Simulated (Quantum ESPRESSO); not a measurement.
# Planted mistakes on one cell of GaMg2FS3

The results below are calculated, not measured. They come from pw.x of Quantum ESPRESSO 7.5, a plane-wave density functional program, with PseudoDojo standard norm-conserving files (v0.5 for PBE, v0.4.1 for LDA and PBEsol). The cells are made up: elements, strain and atom displacements were drawn at random, and nothing was relaxed. There is no spin polarisation, spin-orbit coupling or dispersion term.

The cell has 8 sites of a zincblende or diamond lattice. Sites 1 to 4 hold Ga Mg Mg empty; sites 5 to 8 hold F S S S. Cell vectors in Å: (5.248, 0.000, 0.000); (0.000, 5.248, 0.000); (0.000, 0.000, 5.248). Settings: PBE, cutoff 1143 eV, 4 x 4 x 4 k mesh shifted by half a step, Fermi-Dirac smearing of 0.025 eV.

The intended run has a self-consistency threshold of 1e-07 eV, a smearing term of 0.000 eV, a pressure of 4.55 GPa and 10 iterations. Each further run changes one thing: all lengths scaled by 0.9868; atoms of sites 3 and 8 exchanged; k mesh 2 x 2 x 2; one electron added; smearing 0.34 eV; threshold 0.07 eV. A coarse mesh keeps the shift, and a charged cell sits in a uniform background.

```
run  change of free energy (eV)  smearing term -TS (eV)  change of P (GPa)  largest change of a force component (eV/Å)  iterations
  A                       0.215                   0.000               3.15                                       0.200          10
  B                      -0.043                  -0.186               0.21                                       0.096          10
  C                       6.409                  -0.008              13.82                                       0.955          10
  D                       0.075                   0.000               0.18                                       0.041          10
  E                       8.255                  -0.007               5.57                                       3.403          12
  F                       0.011                   0.000               0.09                                       0.081           4
```

A rerun of the intended cell at 1437 eV and k mesh 6 x 6 x 6 moved values by no more than 0.003 eV in the cell's energy, 0.02 GPa in stress and 0.005 eV/Å in force.

Question: which change belongs to which run?

## Worked reading

Run F has the fewest iterations, as a run stopped early does. Run B has the largest smearing term, as wide smearing gives. Run A changes the volume by a factor of 0.9609; minus its pressure change over the logarithm of that factor, 79 GPa, is a rough bulk modulus with clamped atoms. Energies from files of another functional, or of a charged cell, have another zero and say nothing on stability; the pressure of a charged cell rests on the program's zero of potential too.

## Key

```
run                            change
  A      all lengths scaled by 0.9868
  B                  smearing 0.34 eV
  C                one electron added
  D                  k mesh 2 x 2 x 2
  E  atoms of sites 3 and 8 exchanged
  F                 threshold 0.07 eV
```